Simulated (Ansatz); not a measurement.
ZrTa (L1₀ or tetragonal B2), relaxed with r²SCAN (Ansatz, a program for electronic structure, plane waves, PAW): a = b = 2.9276 Å, c = 4.7818 Å, α = β = γ = 90.00°.

* **ΔH_f (eV/atom)**: 0.23
* **B₀ by P(V) fit (GPa)**: 132

**Question.** The same phase is relaxed and computed with PBE in the same code. What are the cell and these values now?

**Answer.** a = 2.918 Å, b = 2.918 Å, c = 4.827 Å, α = 90.00°, β = 90.00°, γ = 90.00°.

* **ΔH_f (eV/atom)**: 0.21
* **B₀ by P(V) fit (GPa)**: 128

Typed or built starts, not in the databases checked: ZrTa, L1₀ or tetragonal B2. All cells were relaxed under the symmetry of their starts (and spin orders); stability against distortions was not tested throughout. Rows with no word on spin ran without spin polarisation. Spin–orbit coupling is left out wherever it is not named.

Potentials: the later of the program's two PAW sets.

Ansatz is a plane-wave DFT program.

Formation energies count from the lowest solids of the elements computed at the same level, not from gases.
